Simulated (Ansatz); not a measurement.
**CdPtC6N6: 14N nuclear quadrupole resonance**

Cell: a structure deposited in the COD, its atoms then relaxed with PBE in this cell.

Space group Fm-3m (No. 225); a = 10.9228 Å.

| site | Wyckoff | site symmetry | x | y | z |
| --- | --- | --- | --- | --- | --- |
| Cd | 4b | m-3m | 0.5000 | 0.5000 | 0.5000 |
| Pt | 4a | m-3m | 0.0000 | 0.0000 | 0.0000 |
| C | 24e | 4m.m | 0.5000 | 0.8166 | 0.5000 |
| N | 24e | 4m.m | 0.5000 | 0.7107 | 0.5000 |

One atom of each set is listed; the run and its k-mesh use a cell of 14 atoms with edges of 7.72, 7.72, 7.72 Å.

All values are calculated (Ansatz; DFT, r2SCAN, plane waves and PAW, scalar-relativistic, 500 eV cutoff, Γ-centred 5×5×5 k-points, Fermi–Dirac smearing 0.05 eV), not measured.

14N: I = 1, Q = 20.44 mb (year-2017 value). Static lattice, zero field.

**Question.** The simulated lines lie at 2.29 MHz. What are |C_Q|, η and |V_zz| at N?

**Answer.** For I = 1 the lines are ν± = (3/4)|C_Q|(1 ± η/3) and ν₀ = |C_Q|η/2. Here |C_Q| = 3.05 MHz, η = 0.00 and |V_zz| = 6.18 × 10²¹ V/m². The calculation gives V_zz negative; the lines don't show the sign. The site has 1 C at 1.16 Å; also 1 Cd at 2.30 Å, 1 Pt at 3.16 Å.

An axis of threefold or higher order runs through N, so V_zz lies along it and η is zero.

The largest force is 0.9 eV/Å, so the atoms aren't at the calculated equilibrium and relaxing them would move these values. The database entry as given showed forces above 3 eV/Å or a pressure above 30 GPa, though relaxing it moves no atom far.

The run took 82 s of wall time (81 s of CPU time) and 1.6 GiB at its peak, on 1 thread of Arm Neoverse N1 (aarch64; 36 cores open to the job, memory cap 3.0 GiB, no GPU), a shared host with a load of 0.9 a core.
